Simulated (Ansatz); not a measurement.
## Structures of B$_{2}$I$_{3}$: which is lowest?

Plane-wave DFT in Ansatz with scalar-relativistic PAW potentials, cutoff 420 eV, Γ-centred meshes chosen by cell and gap, Gaussian smearing with energies taken to zero width. Every cell was relaxed (cell and atoms) in a run of its own, within the symmetry of its start. Functional: PBE.

Relaxed structures (starts from databases or built by putting these elements on another compound's sites):
A. P-3m1, 5 atoms in the computed cell, a = 4.383 Å, c = 8.098 Å; sites (symmetry × multiplicity) B 3m. × 2, I -3m. × 1 + 3m. × 2; start: built
B. R-3c, 10 atoms in the computed cell, a = 6.973 Å, c = 24.580 Å; sites (symmetry × multiplicity) B 3. × 12, I .2 × 18; start: built

Problem. Rank them by energy. Could pressure change the order?

Solution.
| structure | group | E − E(lowest) (meV/atom) | V (Å³/atom) | gap on mesh (eV) |
| --- | --- | --- | --- | --- |
| B | R-3c | 0.0 | 34.50 | 0.00 |
| A | P-3m1 | 216 | 26.94 | 0.00 |

B is lowest, 216 meV/atom under A. A is denser by 7.55 Å³/atom, so pressure favours it: ΔE/ΔV, with ΔE in eV and 1 eV/Å³ = 160.2 GPa, gives about 4.6 GPa for equal enthalpy if both cells were rigid, a rough figure since the two compress differently. Without a dispersion term the weakly bound lowest cell is too large, so ΔV and this pressure are artefacts in part: a slight pressure closes the gap between layers first. Other structures may lie lower than all of these, and vibrations aren't counted.

Spin-orbit coupling is left out, which matters for the bands of heavy elements. Spin polarisation was left out, and a magnetic state may lie lower.